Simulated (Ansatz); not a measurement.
Problem. Each is relaxed and computed with DFT-r²SCAN in the program Ansatz with PAW potentials. Which is the only metal?
A) Ca2Si3Ag, Fmmm (Pearson symbol oF48)
B) LuAgO2, R-3m (Lu on 3b, Ag on 3a, O on 6c)
C) KCaF3, cubic perovskite
D) SiO2, rutile

Solution. A, Ca2Si3Ag, Fmmm (Pearson symbol oF48). Ca2Si3Ag: metal; KCaF3: gap 7.14 eV (indirect); SiO2: gap 6.51 eV (direct); LuAgO2: gap 2.48 eV (indirect). Not the usual ambient phase: SiO2, rutile. Standing as an ambient phase not checked: Ca2Si3Ag, Fmmm (Pearson symbol oF48); KCaF3, cubic perovskite; LuAgO2, R-3m (Lu on 3b, Ag on 3a, O on 6c). All cells were relaxed under the symmetry of their starts (and spin orders); stability against distortions was not tested throughout. Rows with no word on spin ran without spin polarisation. Spin–orbit coupling is left out wherever it is not named.

Potentials: the later of the program's two PAW sets.
